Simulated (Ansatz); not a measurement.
FeS2:
```
FeS2
1.0
    5.32370     0.00000     0.00000
    0.00000     5.32370     0.00000
    0.00000     0.00000     5.32370
Fe S
4 8
Direct
  0.00000   0.00000   0.00000
  0.50000   0.50000   0.00000
  0.00000   0.50000   0.50000
  0.50000   0.00000   0.50000
  0.38169   0.38169   0.38169
  0.88169   0.11831   0.61831
  0.61831   0.88169   0.11831
  0.11831   0.61831   0.88169
  0.61831   0.61831   0.61831
  0.11831   0.88169   0.38169
  0.38169   0.11831   0.88169
  0.88169   0.38169   0.11831
```

Tensor components refer to the Cartesian frame of this cell.

Task: Give the high-frequency dielectric tensor and the Born effective charge tensors of the independent atoms from DFPT, plane-wave PAW PBEsol (Ansatz code).

Result: 
ε∞:
```
20.5  0.00  0.00
0.00  20.5  0.00
0.00  0.00  20.5
```
Z* of atom 1 (Fe), rows: field, columns: displacement, in e:
```
-5.22  -0.46  -0.04
-0.04  -5.22  -0.46
-0.46  -0.04  -5.22
```
Z* of atom 5 (S), rows: field, columns: displacement, in e:
```
 2.61   0.11  -0.02
-0.02   2.61   0.11
 0.11  -0.02   2.61
```

Static charges for comparison (Bader): Fe1 +0.65, S5 -0.32 e. Born charges measure polarisation by displacement and can exceed these by far.

Space group Pa-3. The cell was relaxed with PBEsol under the symmetry of its start. The workflow began spin-polarised and lost its moments.

Potentials: the later of the program's two PAW sets.
